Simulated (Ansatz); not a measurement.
HfO$_{2}$:
```yaml
crystal:
  lattice:
    - [3.56708, 0.00000, 0.00000]
    - [0.00000, 3.56708, 0.00000]
    - [0.00000, 0.00000, 5.16594]
  atoms:
    - { symbol: Hf, position: [0.00000, 0.00000, 0.00000] }
    - { symbol: Hf, position: [0.50000, 0.50000, 0.50000] }
    - { symbol: O, position: [0.00000, 0.50000, 0.20010] }
    - { symbol: O, position: [0.00000, 0.50000, 0.70010] }
    - { symbol: O, position: [0.50000, 0.00000, 0.29990] }
    - { symbol: O, position: [0.50000, 0.00000, 0.79990] }
```

Relaxed with PBEsol. Special points in fractions of this cell's reciprocal vectors: Γ (0.000, 0.000, 0.000); X (0.000, 0.500, 0.000); M (0.500, 0.500, 0.000); Z (0.000, 0.000, 0.500); R (0.000, 0.500, 0.500); A (0.500, 0.500, 0.500).

**Question.** List the band energies nearest the valence-band maximum at these points for PBEsol (plane waves, PAW; program Ansatz).

**Answer.** In eV from the valence-band maximum; about four levels below and three above (degenerate sets whole), none deeper than 8.9 eV; points with the same levels are listed once.

| k | below | above |
|---|---|---|
| Γ | -0.60 -0.12 -0.08 -0.08 | 4.57 4.62 5.78 |
| X | -1.44 -1.44 -0.16 -0.16 | 5.02 5.02 6.05 6.05 |
| M | -0.84 -0.84 -0.44 -0.44 | 5.55 5.55 6.07 6.07 |
| Z | -0.62 -0.62 -0.01 -0.01 | 5.29 5.29 5.55 5.55 |
| R | -1.39 -1.39 -0.99 -0.99 | 5.18 5.18 5.51 5.51 |
| A | -1.40 -1.40 0.00 0.00 | 5.89 5.89 6.13 6.13 |

Space group P4_2/nmc. This is a known high-temperature phase of the composition, computed here at zero pressure and temperature. The PBEsol relaxation kept the symmetry of its start; its stability against distortions is not shown here. The run is not spin-polarised. Spin–orbit coupling is left out wherever it is not named.

Potentials: the later of the program's two PAW sets.
